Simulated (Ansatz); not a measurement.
MoPt:
```yaml
crystal:
  lattice:
    - [0.00000, 2.62214, 2.62214]
    - [2.62214, 0.00000, 2.62214]
    - [2.62214, 2.62214, 0.00000]
  atoms:
    - { symbol: Pt, position: [0.00000, 0.00000, 0.00000] }
    - { symbol: Mo, position: [0.50000, 0.50000, 0.50000] }
```

Relaxed with PBE. Special points in fractions of this cell's reciprocal vectors: Γ (0.000, 0.000, 0.000); X (0.500, 0.000, 0.500); U (0.625, 0.250, 0.625); K (0.375, 0.375, 0.750); L (0.500, 0.500, 0.500); W (0.500, 0.250, 0.750).

Question: List the band energies nearest the Fermi level at these points for DFT-PBE in the program Ansatz with PAW potentials.

Answer: In eV from the Fermi level; about four levels below and three above (degenerate sets whole), none deeper than 8.9 eV; points with the same levels are listed once.

```json
[
 {"k": "Γ", "below": "-5.77 -5.77 -5.14 -5.14 -5.14", "above": "1.44 1.44 1.44"},
 {"k": "X", "below": "-4.46 -2.69 -2.69 -0.82", "above": "0.51 0.51 1.52"},
 {"k": "U", "below": "-4.47 -3.77 -2.98 -0.64", "above": "0.36 0.39 0.40"},
 {"k": "L", "below": "-2.99 -2.99 -1.81 -1.81 -1.52", "above": "0.03 0.03 1.89"},
 {"k": "W", "below": "-4.86 -3.33 -2.68 -1.19", "above": "0.14 0.14 0.48"}
]
```

Space group Fm-3m (rock salt). The start of the workflow was typed in or built on a structure type; neither database checked (COD, Materials Project) lists it. Whether it is the stable phase at ambient conditions was not checked. Symmetry was held in the PBE relaxation; whether a distortion lowers the energy is not shown. No spin polarisation was allowed. The volume moved by 18 % from the start of the relaxation. Its formation energy is positive at this level, so the cell may be metastable or incomplete. Scalar-relativistic: spin–orbit coupling is off unless named, which matters more the heavier the elements.

Potentials: the later of the program's two PAW sets.
